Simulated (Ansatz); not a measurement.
Mg$_{2}$Au:
```cif
data_Au4Mg8
_chemical_formula_sum 'Mg8 Au4'
_space_group_name_H-M_alt 'Pnma'
_space_group_IT_number 62
_space_group_name_Hall '-P 2ac 2n'
_cell_length_a 5.99566
_cell_length_b 4.49688
_cell_length_c 8.40476
_cell_angle_alpha 90.000
_cell_angle_beta 90.000
_cell_angle_gamma 90.000
loop_
_atom_site_label
_atom_site_type_symbol
_atom_site_symmetry_multiplicity
_atom_site_Wyckoff_symbol
_atom_site_fract_x
_atom_site_fract_y
_atom_site_fract_z
_atom_site_occupancy
Mg1 Mg 4 c 0.32306 0.25000 0.43712 1
Au1 Au 4 c 0.27536 0.25000 0.11393 1
Mg2 Mg 4 c 0.03812 0.75000 0.29592 1
```

Relaxed at zero pressure with the program Ansatz at the r²SCAN level (PAW).

Problem. The volume is raised by 6 % and shape and atoms relax at that volume. What pressure results, and how do the axes share the change?

Solution. -2.9 GPa; a 5.4 %, b -0.2 %, c 0.7 %; the energy rises by 11 meV/atom.

Problem. Give the new structure.

Solution. 
Space group Pnma (No. 62); a = 6.3208 Å, b = 4.4892 Å, c = 8.4652 Å, α = β = γ = 90.00°

```
atom  site  symmetry       x       y       z
----  ----  --------  ------  ------  ------
Mg      4c       .m.  0.3356  0.2500  0.4389
Au      4c       .m.  0.2657  0.2500  0.1181
Mg      4c       .m.  0.0358  0.7500  0.3076
```

The phase is kept; no other phase was compared at this pressure.

The workflow started from an entry of the Crystallography Open Database (COD). Whether it is the stable phase at ambient conditions was not checked. Symmetry was held in the r²SCAN relaxation; its stability against distortions is not shown here. Axis ratios of metals converge slowly with the k-mesh, so a and c are less sure than the volume. Scalar-relativistic: spin–orbit coupling is off unless named, which matters more the heavier the elements.

Potentials: the later of the program's two PAW sets.
